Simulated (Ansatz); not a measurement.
Input:

Na₃BrO:
Space group Pm-3m (No. 221); a = 4.535 Å, b = 4.535 Å, c = 4.535 Å, α = 90.00°, β = 90.00°, γ = 90.00°

```tsv
atom	site	symmetry	x	y	z
Na	3c	4/mm.m	0.0000	0.5000	0.5000
Br	1a	m-3m	0.0000	0.0000	0.0000
O	1b	m-3m	0.5000	0.5000	0.5000
```

This is the r²SCAN-relaxed structure.

Q: All from r²SCAN in the plane-wave PAW code Ansatz, unless another level is named. Estimate the formation energy from the elements (no fitted shifts).

A: -1.55 eV/atom.

Q: And the electron effective mass with spin–orbit coupling?

A: 0.33 mₑ (isotropic).

Q: Predict the hole effective mass with spin–orbit coupling, band 1 of 2 at the edge.

A: 4.6 along [100], 4.8 along [110], 4.8 along [111] (mₑ).

Q: And the valence-band maximum?

A: at Γ.

The first step of the workflow began from a Materials Project structure, measured or hypothetical; the Crystallography Open Database copy checked does not list it. Its standing as an ambient phase is unchecked. Symmetry was held in the r²SCAN relaxation; whether a distortion lowers the energy is not shown. The references are the lowest solids computed at this level, not always the standard phases (solids in place of the gases). Spin–orbit coupling is left out wherever it is not named.

Potentials: the later of the program's two PAW sets.

Edges and masses are those of Kohn–Sham bands, whose gap is no quasiparticle gap.
